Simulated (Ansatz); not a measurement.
What does Ansatz print for the nuclei with this input?

The cell is a Materials Project structure (computed, not necessarily an observed phase).

```yaml
crystal:
  lattice:
    - [5.098226, -2.979544, 0.0]
    - [5.098226, 2.979544, 0.0]
    - [-3.520961, 0.0, 4.867633]
  atoms:
    - { symbol: Li, position: [0.5, 0.5, 0.5] }
    - { symbol: Li, position: [0.0, 0.5, 0.0] }
    - { symbol: Li, position: [0.5, 0.0, 0.0] }
    - { symbol: Li, position: [0.0, 0.0, 0.0] }
    - { symbol: Ti, position: [0.0, 0.5, 0.5] }
    - { symbol: Ti, position: [0.5, 0.0, 0.5] }
    - { symbol: Ti, position: [0.0, 0.0, 0.5] }
    - { symbol: O, position: [0.757291, 0.757291, 0.273949] }
    - { symbol: O, position: [0.749895, 0.749895, 0.719408] }
    - { symbol: O, position: [0.754668, 0.216421, 0.714755] }
    - { symbol: O, position: [0.783579, 0.245332, 0.285245] }
    - { symbol: O, position: [0.245332, 0.783579, 0.285245] }
    - { symbol: O, position: [0.216421, 0.754668, 0.714755] }
    - { symbol: O, position: [0.250105, 0.250105, 0.280592] }
    - { symbol: O, position: [0.242709, 0.242709, 0.726051] }
kpoints:
  mp_grid: { grid: [5, 5, 5] }
scf:
  occupations: { method: fermi_dirac, width: 0.02 }
hamiltonian:
  xc: pbe
  pseudopotentials: { kind: paw }
output:
  forces: true
  stress: true
  populations: true
  efg:
    quadrupole_moments_barn: { Li: -0.0401, Ti: 0.247, O: -0.02558 }
    contact_densities: true
  write_density: true
  write_potential: true
  elf: true
  volumetric_format: npy
```

```sh
ansatz run input.yaml --threads 1 --pin off --max-ram 2560MiB --backend cpu --events-out ev --progress --plain --runs-dir out
```

Of the output, the block on the nuclei alone is shown; the set-up, the SCF iterations, energies, forces and stress are cut. One atom of each set with nearly equal values is shown.

```
--- PAW observables at the nuclei: V_zz in 10²¹ V/m², potentials from the cell's mean, atoms counted from 1 ---
  atom   1  Li V_zz =    -0.014706   η = 0.9078   by run symmetry: allowed   C_q = +0.0143 MHz
            electrostatic potential = -170.893183 V   contact ρ = 94.464487 e/Å³
  atom   2  Li V_zz =    -0.089008   η = 0.2671   by run symmetry: allowed   C_q = +0.0863 MHz
            electrostatic potential = -169.791324 V   contact ρ = 94.346522 e/Å³
  atom   4  Li V_zz =    -0.019133   η = 0.8287   by run symmetry: allowed   C_q = +0.0186 MHz
            electrostatic potential = -170.784999 V   contact ρ = 94.454127 e/Å³
  atom   5  Ti V_zz =    +5.251816   η = 0.7297   by run symmetry: allowed   C_q = +31.3661 MHz
            electrostatic potential = -2524.497514 V   contact ρ = 56790.593101 e/Å³
  atom   7  Ti V_zz =    +4.626606   η = 0.1337   by run symmetry: allowed   C_q = +27.6321 MHz
            electrostatic potential = -2525.055750 V   contact ρ = 56791.494320 e/Å³
  atom   8  O  V_zz =    -2.147908   η = 0.2276   by run symmetry: allowed   C_q = +1.3285 MHz
            electrostatic potential = -621.737199 V   contact ρ = 2157.380663 e/Å³
  atom   9  O  V_zz =    -3.099348   η = 0.0442   by run symmetry: allowed   C_q = +1.9170 MHz
            electrostatic potential = -622.270446 V   contact ρ = 2157.064202 e/Å³
  atom  10  O  V_zz =    +1.630322   η = 0.8694   by run symmetry: allowed   C_q = -1.0084 MHz
            electrostatic potential = -622.579269 V   contact ρ = 2157.610097 e/Å³
```

Hardware: 1 thread of Arm Neoverse V1 (aarch64; 8 cores open to the job, memory cap 2.5 GiB, no GPU), a shared host with a load of 0.6 a core. Wall time 37 s, CPU time 37 s, peak memory 0.6 GiB.

With these PAW files V_zz is typically within 2 to 3 % of all-electron values, but misses above 10 % occur on Li.
